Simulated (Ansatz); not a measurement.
These are results of DFT PBE, scalar-relativistic, plane waves, PAW in Ansatz, not measurements. Settings: cutoff 420 eV, Γ-centred meshes spaced at most about 0.3 Å⁻¹, and about 0.25 Å⁻¹ or finer for metals (2π included), Gaussian smearing. Collinear spin in cells that started with moments and kept them past the coarse steps, no spin elsewhere.

Temperature and zero-point effects are left out. All come from trial cells, and lower structures may exist.

Question: Order these relaxed structures of Ti2Al3Ru by energy, lowest first, with the energy over the lowest of them.
A.

```
Ti Al Ru
1.0
     5.06471    0.00000    0.00000
    -2.53235    4.38617    0.00000
     0.00000    0.00000    4.59247
Ti Al Ru
2 3 1
Cartesian
  0.0000 2.9241 0.0000
  2.5324 1.4621 0.0000
  2.5324 0.0000 2.2962
  1.2662 2.1931 2.2962
  -1.2662 2.1931 2.2962
  0.0000 0.0000 0.0000
```

B.

```
Ti Al Ru
1.0
     2.49628   -5.28426    0.00000
     2.49628    5.28426    0.00000
     0.00000    0.00000    5.00889
Ti Al Ru
2 3 1
Cartesian
  2.4963 0.0000 0.0000
  0.0000 0.0000 0.0000
  2.4963 -2.6965 0.0000
  2.4963 2.6965 0.0000
  2.4963 0.0000 2.5044
  0.0000 0.0000 2.5044
```

C.

```
Ti Al Ru
1.0
     4.37282    0.00000    0.00000
    -2.18641    3.78697    0.00000
     0.00000    0.00000   10.00973
Ti Al Ru
2 3 1
Direct
  0.00000 0.00000 0.77471
  0.00000 0.00000 0.22529
  0.33333 0.66667 0.00000
  0.66667 0.33333 0.00000
  0.00000 0.00000 0.50000
  0.00000 0.00000 0.00000
```

Answer: A (0 meV/atom), C (541 meV/atom), B (576 meV/atom). Forms: A P6/mmm, no spin; C P6/mmm, moments up to 0.6 μB; B Cmmm, no spin. Counting all near atoms (those within 1.25 times the shortest distance at each site; a plus sign parts nearer from farther groups; a slash parts the counts of unlike sites): A has Ti 12, Al 8, Ru 6+12; C has Ti 1+1, Al 2/6, Ru 2+6; B has Ti 6, Al 4, Ru 4. Even the lowest lies +0.16 eV/atom against the elements.

Another magnetic order may lie lower. Cells relaxed within their symmetry can be saddle points. Some structure types and database cells were kept out of the candidates from the start, so a known form may be missing.
